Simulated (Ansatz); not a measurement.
Ni$_{3}$Sn:
```yaml
crystal:
  lattice:
    - [0.00000, 2.92325, 2.92325]
    - [2.92325, 0.00000, 2.92325]
    - [2.92325, 2.92325, 0.00000]
  atoms:
    - { symbol: Ni, position: [0.50000, 0.50000, 0.50000] }
    - { symbol: Sn, position: [0.00000, 0.00000, 0.00000] }
    - { symbol: Ni, position: [0.25000, 0.25000, 0.25000] }
    - { symbol: Ni, position: [0.75000, 0.75000, 0.75000] }
```

Relaxed with PBEsol. Special points in fractions of this cell's reciprocal vectors: Γ (0.000, 0.000, 0.000); X (0.500, 0.000, 0.500); U (0.625, 0.250, 0.625); K (0.375, 0.375, 0.750); L (0.500, 0.500, 0.500); W (0.500, 0.250, 0.750).

Problem. List the band energies nearest the Fermi level at these points for DFT-PBEsol in the program Ansatz with PAW potentials.

Solution. In eV from the Fermi level; about four levels below and three above (degenerate sets whole), none deeper than 8.9 eV; points with the same levels are listed once.

```
k                          below                  above
-  -----------------------------  ---------------------
Γ        -0.69 -0.69 -0.61 -0.61    3.74 4.21 4.21 4.21
X        -0.64 -0.43 -0.43 -0.39  3.01 3.74 12.01 12.01
U        -0.57 -0.52 -0.43 -0.27         0.07 3.36 6.22
L  -0.75 -0.75 -0.65 -0.65 -0.42         3.33 3.33 3.62
W  -0.72 -0.72 -0.39 -0.39 -0.33    5.93 6.42 6.87 6.87
```

Space group Fm-3m. The workflow started from an entry of the Crystallography Open Database (COD), which files this formula under 3 space groups. Its standing as an ambient phase is unchecked. Symmetry was held in the PBEsol relaxation. At this level the phase is mechanically unstable. The workflow began spin-polarised and lost its moments. Spin–orbit coupling is left out wherever it is not named.

Potentials: the later of the program's two PAW sets.
